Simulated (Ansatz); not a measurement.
Relaxed KZnF3 (cubic perovskite):

```
CELL_PARAMETERS angstrom
      4.05234     0.00000     0.00000
      0.00000     4.05234     0.00000
      0.00000     0.00000     4.05234
ATOMIC_POSITIONS crystal
  K  0.00000 0.00000 0.00000
  Zn 0.50000 0.50000 0.50000
  F  0.00000 0.50000 0.50000
  F  0.50000 0.00000 0.50000
  F  0.50000 0.50000 0.00000
```

Level of theory: PBEsol (plane waves to 420 eV, PAW, scalar-relativistic; Ansatz, a first-principles code). k mesh 7×7×7 (Γ-centred), Fermi-Dirac smearing 0.05 eV. KZnF3 was relaxed with its symmetry unable to fall.

One atom of the cell was then moved (with its periodic images), all else fixed, and the forces (eV/Å) came out as:

```csv
atom,Fx,Fy,Fz
K1,-1.006,-1.006,0.000
Zn2,0.387,0.387,0.000
F3,0.076,0.085,0.000
F4,0.085,0.076,0.000
F5,0.458,0.458,0.000
```

Problem. Which atom was moved, and by which vector (Å)?

Solution. K1, by (0.36, 0.36, 0.00), 0.52 Å in all.

(A displaced cell: forces are minus the slopes of the energy, force constants its curvatures, and phonons follow from these.)
